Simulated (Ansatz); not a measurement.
# ZnS (zinc blende), generalised stacking-fault energy along a line

ZnS (zinc blende) is sheared across one {111} plane, glide cut: the third cell vector gains the shift, so faults repeat every 9.4 Å. The cut lies between planes 0.79 Å apart; the cell height is held.

```xyz
6
Lattice="3.8491 0.0000 0.0000 1.9245 3.3334 0.0000 0.0000 0.0000 9.4283" Properties=species:S:1:pos:R:3 pbc="T T T"
S      3.8491     2.2223     0.3928
S      1.9245     1.1111     3.5356
S      3.8491     0.0000     6.6784
Zn     0.0000     0.0000     9.0355
Zn     3.8491     2.2223     2.7499
Zn     1.9245     1.1111     5.8927
```

In-plane vectors a = (3.849, 0.000) Å, b = (1.925, 3.333) Å, area 12.83 Å². The shift is s times the vector a + b (length 6.667 Å), so s = 1 restores the start. Atoms relax along the normal only. γ = [E(shift) − E(0)] / area.

Method: PBE (plane waves to 420 eV, PAW, scalar-relativistic; Ansatz, a program for electronic structure). k mesh 8×8×3 (Γ-centred), Fermi-Dirac smearing 0.05 eV. Energies are extrapolated to zero smearing. Stress and pressure are positive under compression. Some relaxations began with atoms very close together and may have settled on another branch. Faults lie only 9.4 Å apart, and holding the cell height raises γ above its relaxed value. ZnS was relaxed with its symmetry unable to fall. γ is measured from zero shift.

```tsv
shift (Å)	γ (meV/Å²)	σ normal to the fault (GPa)
0.000	0	0.0
0.556	76	5.8
1.111	185	14.8
1.667	244	19.5
2.222	262	21.0
2.778	244	19.5
3.333	185	14.8
3.889	76	5.9
4.445	1	0.2
5.000	29	2.5
5.556	45	4.0
6.111	29	2.3
```

Summary:

| Quantity | Value |
|---|---|
| Highest computed γ on the line | 4.20 J/m² |
| Position of the highest point | s = 0.333 |
| Local minima between the ends | s = 0.667 |
| γ at the intrinsic stacking fault, s = 0.667 | 14 mJ/m² |
| Lower barrier from zero shift into that minimum (unstable fault energy, highest computed point) | 727 mJ/m² |
| Steepest slope dγ/d(shift) before the first maximum (spline) | 34 GPa |

(The slope of γ gives the shear force per area between the displaced halves; near zero shift its curvature is an elastic stiffness.)
